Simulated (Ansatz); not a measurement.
CsPbBr3 (cubic perovskite)

```cif
data_Br3CsPb
_chemical_formula_sum 'Cs1 Pb1 Br3'
_space_group_name_H-M_alt 'Pm-3m'
_space_group_IT_number 221
_space_group_name_Hall '-P 4 2 3'
_cell_length_a 5.93781
_cell_length_b 5.93781
_cell_length_c 5.93781
_cell_angle_alpha 90.000
_cell_angle_beta 90.000
_cell_angle_gamma 90.000
loop_
_atom_site_label
_atom_site_type_symbol
_atom_site_symmetry_multiplicity
_atom_site_Wyckoff_symbol
_atom_site_fract_x
_atom_site_fract_y
_atom_site_fract_z
_atom_site_occupancy
Cs1 Cs 1 a 0.00000 0.00000 0.00000 1
Pb1 Pb 1 b 0.50000 0.50000 0.50000 1
Br1 Br 3 c 0.00000 0.50000 0.50000 1
```

Two coordinates are scanned: the volume, and the ratio of the stretch along z (the conventional c axis) to the stretch across it. Atoms keep their fractional coordinates.

Method: r2SCAN (plane waves to 500 eV, PAW, scalar-relativistic; Ansatz, a program for electronic structure). k mesh 6×6×6 (Γ-centred), Fermi-Dirac smearing 0.05 eV. The energy includes the smearing's −TS. CsPbBr3 was relaxed with its symmetry unable to fall. Spin-orbit coupling is left out, though Pb is heavy. The PAW data are Ansatz's earlier set. This is a high-temperature form of CsPbBr3. The zero of ΔE is the relaxed starting cell.

Give the computed ΔE (eV/atom) at all points of the grid V/V₀ = 0.960, 0.980, 1.000, 1.020, 1.040 by (c/a)/(c/a)₀ = 0.960, 0.980, 1.000, 1.020, 1.040.

ΔE (eV/atom), with V/V₀ across and (c/a)/(c/a)₀ down:

```
(c/a)/(c/a)₀ \ V/V₀   0.960   0.980   1.000   1.020   1.040
-------------------  ------  ------  ------  ------  ------
0.960                0.0122  0.0081  0.0065  0.0072  0.0098
0.980                0.0066  0.0028  0.0016  0.0025  0.0055
1.000                0.0048  0.0011  0.0000  0.0011  0.0041
1.020                0.0064  0.0027  0.0014  0.0024  0.0053
1.040                0.0111  0.0071  0.0055  0.0062  0.0089
```

(Under strain, the slope of the energy per volume gives the stress and its curvature an elastic modulus.)
